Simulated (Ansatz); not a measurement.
# KMnF3 (Pm-3m)

All numbers are calculated (PBEsol+U, U_eff = 4.0 eV (Dudarev form) on Mn d, fully localised double counting, collinear spin, scalar-relativistic, 420 eV, PAW set soft_2 (made for PBE), 5×5×5 mesh, Gaussian smearing of 0.05 eV) with the plane-wave PAW code Ansatz.

```xyz
5
Lattice="4.1869 0.0000 0.0000 0.0000 4.1869 0.0000 0.0000 0.0000 4.1869" Properties=species:S:1:pos:R:3 pbc="T T T"
K     2.0934    2.0934    2.0934
Mn    0.0000    0.0000    0.0000
F     2.0934    0.0000    0.0000
F     0.0000    2.0934    0.0000
F     0.0000    0.0000    2.0934
```

The structure is that of a measured cell (COD), unrelaxed.

Cell and atoms stay fixed. Atoms count from 1 in the text and from 0 in parts of the program's output.

Two runs on this cell converged from different starts. The ends of their outputs, energies left out (λ are the eigenvalues of a shell's occupation matrix):

Run A:

```
Magnetization: 5.0000 μB (25.0000 up, 20.0000 down)
Absolute magnetization: 5.0025 μB (∫|ρ↑−ρ↓|, with the PAW one-centre terms)
Per-site moments (μB) at R_I (Å): [(0.00070, 1.22124), (4.20459, 0.86355), (0.05372, 0.86355), (0.05372, 0.86355), (0.05372, 0.86355)]
Fermi energy:    7.140118 eV
--- Forces (eV/Å), atoms counted from 1 ---
  atom   1  K      0.00000000     0.00000000     0.00000000
  atom   2  Mn     0.00000000     0.00000000     0.00000000
  atom   3  F      0.00000000     0.00000000     0.00000000
  atom   4  F      0.00000000     0.00000000     0.00000000
  atom   5  F      0.00000000     0.00000000     0.00000000
--- Stress (GPa, compression-positive) ---
        0.997376       0.000000       0.000000
        0.000000       0.997376       0.000000
        0.000000       0.000000       0.997376
  P = ⅓ Tr σ = 0.9974 GPa (9.974 kbar)
--- Löwdin populations: 5 sites ---
  site symbol       q [e]    m [muB]
     0      K      8.1832     0.0030
     1     Mn     13.5815     4.7767
     2      F      7.6882     0.0658
     3      F      7.6882     0.0658
     4      F      7.6882     0.0658
--- Occupation matrices: 1 shell (run DFT+U table (all-electron-ortho-atomic); ε = 1.57e-4) ---
  Mn1 d_3D up     Tr n = 4.9867  λ = 0.995 0.995 0.999 0.999 0.999
  Mn1 d_3D dn     Tr n = 0.2224  λ = 0.026 0.026 0.026 0.072 0.072
```

Run B:

```
Magnetization: 1.0490 μB (23.0245 up, 21.9755 down)
Absolute magnetization: 1.9619 μB (∫|ρ↑−ρ↓|, with the PAW one-centre terms)
Per-site moments (μB) at R_I (Å): [(0.00029, 1.22124), (0.86024, 0.86355), (-0.00367, 0.86355), (-0.02837, 0.86355), (-0.00367, 0.86355)]
Entropy (-TS):   -0.001846 eV (-0.369 meV/atom)
Fermi energy:    7.730728 eV
--- Forces (eV/Å), atoms counted from 1 ---
  atom   1  K      0.00000000     0.00000000     0.00000000
  atom   2  Mn     0.00000000     0.00000000     0.00000000
  atom   3  F      0.00000000     0.00000000     0.00000000
  atom   4  F      0.00000000     0.00000000     0.00000000
  atom   5  F      0.00000000     0.00000000     0.00000000
--- Stress (GPa, compression-positive) ---
        6.338327       0.000000       0.000000
        0.000000       0.873057       0.000000
        0.000000       0.000000       6.338294
  P = ⅓ Tr σ = 4.5166 GPa (45.166 kbar)
--- Löwdin populations: 5 sites ---
  site symbol       q [e]    m [muB]
     0      K      8.1821     0.0019
     1     Mn     13.6024     1.0909
     2      F      7.6857    -0.0052
     3      F      7.6725    -0.0376
     4      F      7.6857    -0.0052
--- Occupation matrices: 1 shell (run DFT+U table (all-electron-ortho-atomic); ε = 3.95e-3) ---
  Mn1 d_3D up     Tr n = 3.1529  λ = 0.067 0.097 0.992 0.999 0.999
  Mn1 d_3D dn     Tr n = 2.0703  λ = 0.031 0.031 0.037 0.976 0.995
```

Task: Which run lies higher in energy, by how much, and why?

Result: Run B, by 1017.8 meV/atom. Run B has no gap on the mesh (a metal); run A has 5 d electrons in filled orbitals, 5 of them unpaired, the high-spin filling, a gap of 2.70 eV and a whole-number cell moment of 5 μB, as a collinear insulator must have. Run B kept 8 symmetry operations, run A 48. Flag on run B: possible saddle point. On Mn2, N↑ − N↓ is 1.08 in size in run B against 4.76 in run A: with fewer parallel spins, run B lacks part of the exchange energy behind Hund's first rule. With J = 0 the Hubbard energy is (U/2) Σ λ(1 − λ), a penalty on fractional natural occupations. The sums Σ λ(1 − λ) over the cell's shells are 0.22 for run A and 0.29 for run B, which at U/2 = 2.00 eV give 0.45 and 0.57 eV per cell. Of the difference of 5.09 eV per cell, the Hubbard term gives 0.13 eV and all other terms 4.96 eV, so the Hubbard term itself makes little of it, though U shapes both states. The other terms are taken on each state's own density, so they aren't the result of a run without U.

With one Mn ion in the cell, Mn moments can't oppose each other.

Run B started from: random orbitals: single harmonics, lower spin (3+2 electrons), moments Mn2 1.00 μB, occupations held for 5 iterations. Run A started from atoms, default search, moments Mn2 5.00 μB. At this level the cell was started in 7 ways. Run A holds the lowest state found for this cell, which doesn't make it the ground state. For metallic states the mesh is coarse, so energy differences carry some meV/atom. The value of U was drawn from a range and not derived for this compound; another value can change gaps, moments and the order of states. Gaps are Kohn–Sham gaps over the k-mesh alone and may be smaller between its points.
